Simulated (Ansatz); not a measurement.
CsPbBr3:
```cif
data_Br3CsPb
_chemical_formula_sum 'Cs1 Pb1 Br3'
_space_group_name_H-M_alt 'Pm-3m'
_space_group_IT_number 221
_space_group_name_Hall '-P 4 2 3'
_cell_length_a 5.93406
_cell_length_b 5.93406
_cell_length_c 5.93406
_cell_angle_alpha 90.000
_cell_angle_beta 90.000
_cell_angle_gamma 90.000
loop_
_atom_site_label
_atom_site_type_symbol
_atom_site_symmetry_multiplicity
_atom_site_Wyckoff_symbol
_atom_site_fract_x
_atom_site_fract_y
_atom_site_fract_z
_atom_site_occupancy
Cs1 Cs 1 a 0.00000 0.00000 0.00000 1
Pb1 Pb 1 b 0.50000 0.50000 0.50000 1
Br1 Br 3 c 0.00000 0.50000 0.50000 1
```

Relaxed with r²SCAN.

Question: Which orbitals make up the states near the band edges in the program Ansatz at the r²SCAN level (PAW)?

Answer: Top 1 eV of the valence band: Br 4p 67 %, Pb 6s 24 %, Pb 6p 7 %. Bottom 1 eV of the conduction band: Pb 6p 78 %, Br 4s 9 %, Br 4p 8 %. Projections are on Löwdin-orthogonalised atomic valence shells; empty p or d shells of many metals are not among them.

Question: Tabulate the density of states.

Answer: States/eV per cell of 5 atoms, in 0.25 eV bins, energy from the valence-band maximum.

```
E (eV)  total  Br 4p  Pb 6p  Cs 6s
------  -----  -----  -----  -----
-7.87    1.81   0.34   0.02   0.00
-7.62    1.04   0.16   0.01   0.00
-7.37    0.45   0.05   0.01   0.00
-7.12    0.14   0.01   0.00   0.00
-6.87    0.00   0.00   0.00   0.00
-6.62    0.00   0.00   0.00   0.00
-6.37    0.00   0.00   0.00   0.00
-6.12    0.00   0.00   0.00   0.00
-5.87    0.00   0.00   0.00   0.00
-5.62    0.00   0.00   0.00   0.00
-5.37    0.00   0.00   0.00   0.00
-5.12    0.00   0.00   0.00   0.00
-4.87    0.00   0.00   0.00   0.00
-4.62    0.00   0.00   0.00   0.00
-4.37    0.00   0.00   0.00   0.00
-4.12    2.86   2.08   0.76   0.00
-3.87    4.58   3.36   1.12   0.00
-3.62    2.34   1.74   0.51   0.00
-3.37    2.18   1.67   0.40   0.01
-3.12    3.59   2.88   0.48   0.06
-2.87    7.43   6.49   0.34   0.39
-2.62    4.76   4.56   0.09   0.02
-2.37   10.96  10.69   0.11   0.01
-2.12   15.48  15.17   0.10   0.02
-1.87   10.05   9.78   0.08   0.02
-1.62    3.06   2.77   0.06   0.01
-1.37    2.01   1.52   0.09   0.01
-1.12    1.27   0.90   0.08   0.00
-0.87    1.00   0.69   0.06   0.00
-0.62    0.32   0.20   0.03   0.00
-0.37    0.12   0.08   0.01   0.00
-0.12    0.00   0.00   0.00   0.00
0.13     0.00   0.00   0.00   0.00
0.38     0.00   0.00   0.00   0.00
0.63     0.00   0.00   0.00   0.00
0.88     0.00   0.00   0.00   0.00
1.13     0.00   0.00   0.00   0.00
1.38     0.00   0.00   0.00   0.00
1.63     0.00   0.00   0.00   0.00
1.88     0.00   0.00   0.00   0.00
2.13     0.00   0.00   0.00   0.00
2.38     0.87   0.05   0.69   0.00
2.63     1.84   0.14   1.43   0.00
2.88     2.16   0.20   1.65   0.00
3.13     1.77   0.20   1.33   0.01
3.38     1.43   0.20   1.03   0.01
3.63     1.66   0.27   1.15   0.03
3.88     2.12   0.33   1.24   0.26
4.13     2.27   0.35   1.12   0.46
4.38     1.24   0.19   0.63   0.21
4.63     1.90   0.22   0.68   0.54
4.88     3.24   0.38   1.06   0.53
5.13     3.54   0.48   1.30   0.52
5.38     7.15   0.61   1.33   1.95
5.63     7.98   0.61   1.47   0.65
5.88     7.24   0.13   0.22   0.23
6.13     5.74   0.09   0.14   0.20
6.38     6.20   0.21   0.50   0.10
6.63     8.83   0.12   0.15   0.30
6.88     4.45   0.04   0.03   0.13
```

This is a known high-temperature phase of the composition, computed here at zero pressure and temperature. The r²SCAN relaxation kept the symmetry of its start; its stability against distortions is not shown here. Spin–orbit coupling is left out wherever it is not named.

Potentials: the later of the program's two PAW sets.
